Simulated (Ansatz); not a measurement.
**Calculated ¹⁴N nuclear quadrupole resonance for Sr3RhN3**

Cell: a Materials Project structure (computed, not necessarily an observed phase), atoms as given.

Space group P6_3/m (No. 176); a = 7.6895, c = 5.3063 Å, γ = 120.00°.

```csv
site,Wyckoff,site symmetry,x,y,z
Sr,6h,m..,0.9059,0.6367,0.2500
Rh,2c,-6..,0.6667,0.3333,0.7500
N,6h,m..,0.8935,0.5943,0.7500
```

One atom of each set is listed.

Method: Kohn–Sham DFT in Ansatz, PBE, plane waves and PAW (field gradients read without the response of the frozen cores, which leaves them typically 4 to 6 % off), scalar-relativistic, 420 eV cutoff, Γ-centred 5×5×6 k-points, Fermi–Dirac smearing 0.05 eV.

¹⁴N: I = 1, Q = 20.44 mb (year-2017 value). Static lattice, zero field.

(1) At which frequencies do the ¹⁴N NQR lines lie?

Results:

(1) For I = 1 the lines are ν± = (3/4)|C_Q|(1 ± η/3) and ν₀ = |C_Q|η/2.

```
site  atoms  V_zz (10²¹ V/m²)  C_Q (MHz)     η  line frequencies (MHz)
   N      6             -3.52      -1.74  0.45       0.393, 1.11, 1.50
```

With no gap above 0.1 eV, as in a metal, the gradients converge slowly in k; expect changes of a tenth or more on a denser mesh. Without spin–orbit coupling (the program notes it for Rh) the gradients can shift somewhat, as the gap is small. Semilocal functionals make gaps too small and can close them, so the real compound need not be a metal.
